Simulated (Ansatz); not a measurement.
Ti (fcc (Cu type), Fm-3m) at seven volumes, r²SCAN+D4 (plane waves, PAW; program Ansatz), scaled uniformly. One row is withheld.

| V (Å³/atom) | P (GPa) |
|---|---|
| 15.716 | ? |
| 16.234 | 7.67 |
| 16.752 | 3.60 |
| 17.270 | 0.00 |
| 17.788 | -3.17 |
| 18.306 | -5.96 |
| 18.824 | -8.41 |

### Question
Fit the shown pressures and predict the withheld one.

### Answer
P = (3/2)B₀(x^(7/2) − x^(5/2))[1 + (3/4)(B′ − 4)(x − 1)] with x = (V₀/V)^(2/3). Least squares on the six rows gives V₀ = 17.270 Å³/atom, B₀ = 112 GPa, B′ = 3.23. At V = 15.716, x = 1.0649 and P = 12.28 GPa. The run itself gave 12.28 GPa.

The workflow started from an entry of the Crystallography Open Database (COD), which files this formula under 3 space groups. It is not the phase usual at ambient conditions (space group No. 194). The r²SCAN+D4 relaxation kept the symmetry of its start; whether a distortion lowers the energy is not shown. No spin polarisation was allowed. The pairwise dispersion correction was not fitted to metals.

Potentials: the later of the program's two PAW sets.
